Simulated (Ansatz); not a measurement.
Computed with DFT PBE, scalar-relativistic, plane waves, PAW in Ansatz. Settings: cutoff 420 eV, Γ-centred meshes spaced at most about 0.3 Å⁻¹, and about 0.25 Å⁻¹ or finer for metals (2π included), Gaussian smearing. No spin polarisation in the final relaxations.

All energies are static (0 K, no zero-point motion).

Compare these two cells of Bi₃S, each relaxed at this level.

A. Space group Pm-3m (No. 221), cubic, a = 4.817 Å. Bi is surrounded by 4 S at 3.41 Å and 8 Bi at 3.41 Å; S has 12 Bi at 3.41 Å.

B. Space group P4/mmm (No. 123), tetragonal, a = 3.713 Å, c = 7.967 Å. Bi on a site of symmetry 4mm is surrounded by 4 S at 3.14 Å, 5 Bi at 3.45–3.46 Å and 4 Bi at 3.71 Å; Bi on a site of symmetry 4/mmm has 8 Bi at 3.46 Å, 4 Bi at 3.71 Å and 2 S at 3.98 Å; S has 8 Bi at 3.14 Å, 4 S at 3.71 Å and 2 Bi at 3.98 Å.

Problem. Which would you expect to be lower, and how large is the difference?

Solution. B is lower, by 221 meV/atom. A has Bi and S ordered on fcc sites, space group Pm-3m (No. 221), 27.9 Å³/atom and no gap on its mesh; B has space group P4/mmm (No. 123), 27.5 Å³/atom and no gap. Counting Bi atoms around S (those within 1.25 times the shortest such distance or 1.15 times the sum of covalent radii, 1.27 where that leaves under three; the shortest distance is added where it exceeds 1.18 times the sum of covalent radii), A has S 12 from 3.4 Å and B has S 8 from 3.1 Å. Even the lower one lies +0.11 eV/atom against the reference forms of the elements (uncorrected), so neither is stable at this level. Both come from invented guesses. A third cell relaxed alike, in P-6m2, lies 49 meV/atom below the lower of the two.

These runs have no spin–orbit coupling, which can matter for Bi. In Pm-3m, P4/mmm an odd number of electrons in the primitive cell allows no gap without spin; a larger cell or a magnetic state could open one. A magnetic state wasn't ruled out in cells without spin, among them Pm-3m, P4/mmm. Cells relaxed within their symmetry can be saddle points.
